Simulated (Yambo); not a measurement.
A BSE run in Yambo for BN (space group P6_3/mmc, No. 194) (LDA bands; 12×12×4 mesh, 5 valence and 3 conduction bands, static screening with 22 bands and a 4 Ry block, scissor 1.92 eV, Tamm-Dancoff; field along x) gives:

| state | energy (eV) | states within 2 meV | relative strength | class |
|---|---|---|---|---|
| 1 | 5.42 | 2 | < 0.01 | dark |
| 2 | 5.43 | 2 | 1.00 | strong |
| 3 | 6.00 | 1 | < 0.01 | dark |
| 4 | 6.00 | 3 | < 0.01 | dark |
| 5 | 6.01 | 1 | < 0.01 | dark |

Axes are Cartesian, with cell vectors (Å) (2.51, 0.00, 0.00), (-1.26, 2.18, 0.00), (0.00, 0.00, 7.71).

Problem. What changes when the window shrinks to 4 valence and 2 conduction bands?

Solution. The lowest state goes from 5.423 eV to 5.428 eV, and its distance below the direct gap from 1.040 eV to 1.034 eV. These are vertical excitations (zero momentum); the indirect quasiparticle gap, about 5.84 eV, is smaller than the direct one (6.46 eV on the GW mesh). The scissor comes from a G0W0 run whose convergence isn't established.

Geometry of the Materials Project entry, not relaxed at this level; primitive cell a = b = 2.512 Å, c = 7.707 Å, α = β = 90.00°, γ = 120.00°.

The distance between layers or molecules is the database entry's, not relaxed here. Functionals without dispersion can leave it too large, which widens gaps and weakens the response across layers: the numbers belong to this cell.
